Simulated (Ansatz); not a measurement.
**Stress against strain in Ag**

```
CELL_PARAMETERS angstrom
2.88620 0.00000 0.00000
-1.44310 2.49952 0.00000
0.00000 0.00000 10.00000
ATOMIC_POSITIONS crystal
Ag 0.33333 0.66667 0.25000
Ag 0.66667 0.33333 0.75000
Ag 0.00000 0.00000 0.00000
Ag 0.00000 0.00000 0.50000
```

Atom numbers follow the list: Ag1, Ag2, Ag3, Ag4.

Conventional cell: a = 2.886 Å, b = 2.886 Å, c = 10.000 Å, α = 90.00°, β = 90.00°, γ = 120.00°. Ag (atom 1) has 12 Ag at 2.89 to 3.00 Å as nearest neighbours. Ag (atom 3) has 12 Ag at 2.89 to 3.00 Å as nearest neighbours.

The cell comes from COD entry 1509194, which wasn't checked; take it as a given geometry.

Method: DFT, LDA, all-electron LAPW, scalar-relativistic (Ansatz 0.2.0).

Settings: a Γ-centred 14×14×4 k mesh, Fermi–Dirac smearing of 0.08 eV, basis error target 0.5 meV/atom, no spin polarisation.

The strain is applied along the Cartesian axes of the cell as listed (γ is the engineering shear, twice εxy = εyz = εzx). Fractional coordinates are held (clamped ions).

σ is the change of stress from the unstrained cell, which is at -11.22 GPa; tension is positive, so slopes are stress–strain coefficients at that pressure. In a metal the k mesh adds noise.

Only quantities that a quadratic follows smoothly over the whole series are listed; rougher ones are left out.

```
      γ  σxy (GPa)  σyz (GPa)
-0.0300      -0.64      -0.37
-0.0200      -0.42      -0.25
 0.0000       0.00       0.00
 0.0100       0.21       0.13
 0.0200       0.44       0.27
 0.0300       0.68       0.42
```

**Question.** Fit the series and read off the stiffness at zero strain.

**Answer.** Least-squares fits y = p0 + p1 x + p2 x² to the rows give σxy (GPa): p1 = 21.8, p2 = 27; σyz (GPa): p1 = 13.1, p2 = 30.

**Question.** One run, at γ = -0.0100, is withheld. Predict its row.

**Answer.** The fits give -0.22, -0.13; the run gave -0.20, -0.12.
